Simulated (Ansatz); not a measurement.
**LaPb$_{3}$: eigenvalues along the path**

```
La Pb
1.0
     4.80585    0.00000    0.00000
     0.00000    4.80585    0.00000
     0.00000    0.00000    4.80585
La Pb
1 3
Direct
  0.00000 0.00000 0.00000
  0.00000 0.50000 0.50000
  0.50000 0.00000 0.50000
  0.50000 0.50000 0.00000
```

Atom numbers follow the list: La1, Pb2, Pb3, Pb4.

The cell is COD entry 1538830, as deposited and not checked against the literature; nothing was relaxed. The listed cell was then made from it by scaling, straining or moving an atom.

Spin–orbit coupling is left out, though it moves levels of the heavy atoms by tenths of an eV or more.

Theory: DFT, PBEsol, all-electron LAPW, scalar-relativistic (Ansatz 0.2.0).

The runs use a Γ-centred 7×7×7 k mesh, Fermi–Dirac smearing of 0.05 eV, basis error target 1 meV/atom, no spin polarisation.

Path points, in fractions of the reciprocal vectors: Γ (0.000, 0.000, 0.000), X (0.000, 0.500, 0.000), M (0.500, 0.500, 0.000), R (0.500, 0.500, 0.500). Levels in eV from the Fermi level; bands 44 to 81, counted from the lowest band of the run. The gap is zero.

```
# k(1/Å) point b44 b45 b46 b47 b48 b49 b50 b51 b52 b53 b54 b55 b56 b57 b58 b59 b60 b61 b62 b63 b64 b65 b66 b67 b68 b69 b70 b71 b72 b73 b74 b75 b76 b77 b78 b79 b80 b81
0.000 Γ -17.11 -17.11 -17.11 -17.08 -16.93 -16.93 -16.82 -16.82 -16.82 -16.73 -16.73 -16.62 -16.62 -16.62 -16.59 -16.56 -16.56 -16.56 -11.51 -6.83 -6.83 -2.52 -2.52 -2.52 0.80 0.80 0.80 1.67 1.67 1.77 1.77 1.77 1.85 2.07 2.07 2.07 2.80 3.31
0.131 - -17.10 -17.10 -17.10 -17.09 -16.94 -16.92 -16.87 -16.87 -16.82 -16.75 -16.73 -16.59 -16.59 -16.59 -16.59 -16.56 -16.53 -16.53 -11.42 -7.03 -6.80 -2.52 -2.52 -2.36 0.25 0.59 0.59 1.72 1.77 1.85 1.85 1.85 1.88 2.07 2.12 2.12 3.04 3.56
0.261 - -17.12 -17.11 -17.11 -17.10 -16.95 -16.93 -16.93 -16.90 -16.83 -16.78 -16.73 -16.62 -16.62 -16.61 -16.56 -16.55 -16.43 -16.43 -11.18 -7.54 -6.73 -2.51 -2.51 -1.92 -0.57 0.28 0.28 1.78 1.80 1.85 1.91 1.91 2.00 2.12 2.20 2.20 3.74 3.91
0.392 - -17.19 -17.15 -17.15 -17.09 -16.94 -16.93 -16.93 -16.86 -16.83 -16.80 -16.73 -16.67 -16.67 -16.64 -16.56 -16.52 -16.33 -16.33 -10.79 -8.20 -6.62 -2.53 -2.53 -1.31 -1.27 0.11 0.11 1.76 1.79 1.84 1.93 1.93 2.04 2.22 2.27 2.27 2.93 3.59
0.523 - -17.24 -17.18 -17.18 -17.08 -16.92 -16.88 -16.88 -16.84 -16.83 -16.82 -16.74 -16.74 -16.73 -16.67 -16.56 -16.51 -16.26 -16.26 -10.31 -8.87 -6.53 -2.57 -2.57 -1.74 -0.58 0.09 0.09 1.38 1.81 1.84 1.94 1.94 2.06 2.16 2.34 2.34 2.49 3.08
0.654 X -17.26 -17.20 -17.20 -17.08 -16.90 -16.84 -16.84 -16.83 -16.83 -16.81 -16.80 -16.80 -16.73 -16.68 -16.56 -16.51 -16.24 -16.24 -9.95 -9.30 -6.50 -2.59 -2.59 -1.91 -0.06 0.11 0.11 0.88 1.81 1.83 1.94 1.94 2.06 2.09 2.41 2.41 2.51 2.83
0.784 - -17.25 -17.22 -17.19 -17.07 -16.90 -16.86 -16.85 -16.84 -16.83 -16.82 -16.79 -16.76 -16.74 -16.68 -16.57 -16.50 -16.26 -16.22 -9.91 -9.23 -6.69 -2.52 -2.39 -2.06 -0.67 -0.15 0.82 0.85 1.77 1.88 1.88 1.93 1.94 2.07 2.28 2.69 2.74 2.88
0.915 - -17.26 -17.21 -17.17 -17.04 -16.91 -16.90 -16.86 -16.84 -16.83 -16.82 -16.78 -16.75 -16.73 -16.69 -16.61 -16.47 -16.31 -16.18 -9.80 -9.03 -7.16 -2.65 -2.31 -1.93 -0.74 -0.64 0.75 1.36 1.49 1.70 1.91 1.92 1.95 2.10 2.22 2.44 3.48 3.58
1.046 - -17.31 -17.15 -17.13 -16.99 -16.94 -16.93 -16.84 -16.84 -16.83 -16.82 -16.78 -16.77 -16.74 -16.72 -16.66 -16.44 -16.36 -16.13 -9.62 -8.76 -7.69 -3.40 -1.99 -1.47 -1.07 -0.37 0.58 0.98 1.66 1.71 1.93 1.94 1.95 2.16 2.18 2.30 3.56 4.11
1.177 - -17.34 -17.10 -17.09 -16.96 -16.95 -16.94 -16.83 -16.83 -16.83 -16.83 -16.80 -16.77 -16.76 -16.74 -16.72 -16.41 -16.40 -16.09 -9.39 -8.50 -8.17 -3.97 -1.63 -1.35 -1.17 0.14 0.44 0.46 1.78 1.79 1.93 1.95 2.02 2.19 2.25 2.31 2.98 3.52
1.307 M -17.35 -17.07 -17.07 -16.96 -16.96 -16.91 -16.85 -16.84 -16.83 -16.83 -16.78 -16.77 -16.77 -16.77 -16.75 -16.41 -16.41 -16.07 -9.25 -8.40 -8.40 -4.19 -1.44 -1.44 -1.07 0.18 0.42 0.42 1.82 1.82 1.93 1.95 2.02 2.23 2.41 2.44 2.44 3.24
1.492 - -17.33 -17.15 -17.06 -16.98 -16.95 -16.93 -16.89 -16.86 -16.81 -16.80 -16.78 -16.77 -16.76 -16.73 -16.70 -16.41 -16.40 -16.10 -9.57 -8.31 -8.20 -3.77 -1.74 -1.35 -1.31 0.27 0.33 0.67 1.64 1.82 1.93 1.95 2.07 2.13 2.27 2.37 2.72 4.02
1.677 - -17.26 -17.22 -17.03 -17.01 -16.99 -16.97 -16.89 -16.85 -16.80 -16.80 -16.78 -16.75 -16.70 -16.67 -16.64 -16.44 -16.38 -16.19 -10.22 -8.04 -7.72 -2.88 -2.15 -2.06 -0.92 0.21 0.78 0.91 1.46 1.82 1.92 1.94 2.06 2.08 2.25 2.46 2.54 4.23
1.862 - -17.20 -17.17 -17.05 -17.04 -16.99 -16.98 -16.92 -16.84 -16.81 -16.80 -16.74 -16.71 -16.63 -16.63 -16.60 -16.48 -16.40 -16.33 -10.87 -7.60 -7.21 -2.78 -2.40 -1.47 -0.72 -0.32 0.33 1.79 1.81 1.90 1.92 2.00 2.02 2.16 2.17 2.52 2.62 3.98
2.047 - -17.12 -17.12 -17.09 -17.08 -16.94 -16.93 -16.91 -16.87 -16.81 -16.76 -16.73 -16.63 -16.60 -16.59 -16.57 -16.54 -16.51 -16.49 -11.34 -7.09 -6.90 -2.69 -2.51 -1.99 -0.19 0.38 0.57 1.78 1.84 1.85 1.86 1.87 1.95 2.09 2.12 2.20 3.26 3.62
2.232 Γ -17.11 -17.11 -17.11 -17.08 -16.93 -16.93 -16.82 -16.82 -16.82 -16.73 -16.73 -16.62 -16.62 -16.62 -16.59 -16.56 -16.56 -16.56 -11.51 -6.83 -6.83 -2.52 -2.52 -2.52 0.80 0.80 0.80 1.67 1.67 1.77 1.77 1.77 1.85 2.07 2.07 2.07 2.80 3.31
2.458 - -17.16 -17.09 -17.09 -17.08 -16.95 -16.95 -16.93 -16.85 -16.85 -16.75 -16.75 -16.61 -16.61 -16.61 -16.57 -16.51 -16.51 -16.45 -11.26 -7.07 -7.07 -3.02 -1.97 -1.97 -0.27 -0.27 0.94 1.75 1.75 1.83 1.87 1.98 1.98 2.14 2.14 2.19 3.42 3.43
2.685 - -17.29 -17.06 -17.05 -17.05 -16.99 -16.99 -16.92 -16.83 -16.83 -16.77 -16.77 -16.70 -16.69 -16.69 -16.58 -16.42 -16.42 -16.30 -10.60 -7.56 -7.56 -3.73 -1.48 -1.48 -0.62 -0.62 0.69 1.25 1.78 1.78 1.87 1.97 2.08 2.08 2.36 2.36 2.59 3.85
2.911 - -17.29 -17.02 -17.01 -17.01 -16.97 -16.97 -16.88 -16.87 -16.87 -16.82 -16.77 -16.77 -16.71 -16.71 -16.58 -16.43 -16.43 -16.31 -9.74 -8.04 -8.04 -3.97 -2.22 -2.22 -1.59 0.90 0.90 1.52 1.80 1.80 1.85 1.96 2.23 2.23 2.71 2.71 2.89 4.44
3.138 - -17.13 -17.00 -16.97 -16.97 -16.94 -16.94 -16.90 -16.90 -16.90 -16.84 -16.78 -16.78 -16.66 -16.66 -16.59 -16.53 -16.53 -16.49 -8.91 -8.37 -8.37 -4.16 -2.81 -2.57 -2.57 1.63 1.63 1.68 1.83 1.83 1.84 1.97 2.77 2.77 3.05 3.05 3.15 4.10
3.364 R -16.99 -16.99 -16.99 -16.97 -16.94 -16.94 -16.94 -16.78 -16.78 -16.78 -16.77 -16.77 -16.71 -16.71 -16.71 -16.59 -16.59 -16.59 -8.49 -8.49 -8.49 -4.71 -2.67 -2.67 -2.67 1.72 1.72 1.72 1.84 1.84 1.84 1.98 2.89 2.89 2.95 3.50 3.50 3.50
3.549 - -17.09 -16.99 -16.98 -16.97 -16.94 -16.93 -16.92 -16.88 -16.88 -16.82 -16.78 -16.77 -16.68 -16.65 -16.59 -16.56 -16.54 -16.52 -8.75 -8.48 -8.38 -4.28 -2.88 -2.65 -2.50 1.64 1.69 1.69 1.82 1.84 1.84 1.97 2.72 2.90 3.07 3.11 3.57 3.60
3.734 - -17.23 -17.04 -17.01 -17.00 -16.95 -16.93 -16.92 -16.92 -16.85 -16.81 -16.78 -16.75 -16.74 -16.66 -16.60 -16.50 -16.42 -16.34 -9.24 -8.56 -8.04 -3.53 -3.03 -2.57 -1.82 1.00 1.53 1.54 1.77 1.85 1.86 1.96 2.26 2.31 2.81 2.84 3.83 4.17
3.919 - -17.27 -17.16 -17.11 -17.02 -16.91 -16.91 -16.90 -16.89 -16.81 -16.81 -16.78 -16.77 -16.71 -16.70 -16.61 -16.48 -16.32 -16.24 -9.64 -8.84 -7.49 -3.03 -2.53 -2.37 -0.53 -0.51 1.08 1.17 1.65 1.88 1.90 1.93 2.01 2.10 2.59 2.60 3.42 3.71
4.104 - -17.23 -17.23 -17.18 -17.06 -16.90 -16.87 -16.86 -16.85 -16.84 -16.83 -16.78 -16.75 -16.74 -16.68 -16.58 -16.49 -16.26 -16.23 -9.88 -9.16 -6.85 -2.71 -2.08 -1.95 -1.35 0.44 0.68 0.75 1.61 1.89 1.91 1.93 1.94 2.07 2.42 2.44 2.98 3.11
4.289 X -17.26 -17.20 -17.20 -17.08 -16.90 -16.84 -16.84 -16.83 -16.83 -16.81 -16.80 -16.80 -16.73 -16.68 -16.56 -16.51 -16.24 -16.24 -9.95 -9.30 -6.50 -2.59 -2.59 -1.91 -0.06 0.11 0.11 0.88 1.81 1.83 1.94 1.94 2.06 2.09 2.41 2.41 2.51 2.83
5.213 R -16.99 -16.99 -16.99 -16.97 -16.94 -16.94 -16.94 -16.78 -16.78 -16.78 -16.77 -16.77 -16.71 -16.71 -16.71 -16.59 -16.59 -16.59 -8.49 -8.49 -8.49 -4.71 -2.67 -2.67 -2.67 1.72 1.72 1.72 1.84 1.84 1.84 1.98 2.89 2.89 2.95 3.50 3.50 3.50
5.344 - -17.04 -16.99 -16.99 -16.99 -16.94 -16.94 -16.93 -16.84 -16.84 -16.82 -16.78 -16.77 -16.67 -16.67 -16.60 -16.57 -16.57 -16.57 -8.59 -8.48 -8.48 -4.47 -2.86 -2.59 -2.59 1.68 1.68 1.73 1.83 1.83 1.85 1.97 2.80 2.85 3.27 3.35 3.35 3.46
5.475 - -17.16 -16.98 -16.98 -16.97 -16.93 -16.93 -16.92 -16.92 -16.91 -16.83 -16.80 -16.77 -16.67 -16.67 -16.62 -16.51 -16.51 -16.39 -8.81 -8.46 -8.46 -3.84 -3.29 -2.37 -2.37 1.53 1.53 1.75 1.82 1.82 1.87 1.95 2.59 2.73 2.98 2.98 3.37 4.11
5.605 - -17.27 -17.01 -17.01 -16.96 -16.96 -16.95 -16.90 -16.90 -16.87 -16.84 -16.81 -16.77 -16.70 -16.70 -16.66 -16.46 -16.46 -16.23 -9.04 -8.43 -8.43 -3.75 -2.93 -2.03 -2.03 1.16 1.16 1.79 1.82 1.82 1.82 1.90 2.35 2.58 2.65 2.65 2.87 3.38
5.736 - -17.33 -17.05 -17.05 -16.96 -16.96 -16.92 -16.86 -16.86 -16.84 -16.84 -16.82 -16.77 -16.74 -16.74 -16.71 -16.42 -16.42 -16.11 -9.20 -8.41 -8.41 -4.07 -1.86 -1.65 -1.65 0.68 0.68 1.02 1.82 1.82 1.86 1.93 2.14 2.30 2.46 2.48 2.48 3.27
5.867 M -17.35 -17.07 -17.07 -16.96 -16.96 -16.91 -16.85 -16.84 -16.83 -16.83 -16.78 -16.77 -16.77 -16.77 -16.75 -16.41 -16.41 -16.07 -9.25 -8.40 -8.40 -4.19 -1.44 -1.44 -1.07 0.18 0.42 0.42 1.82 1.82 1.93 1.95 2.02 2.23 2.41 2.44 2.44 3.24
```
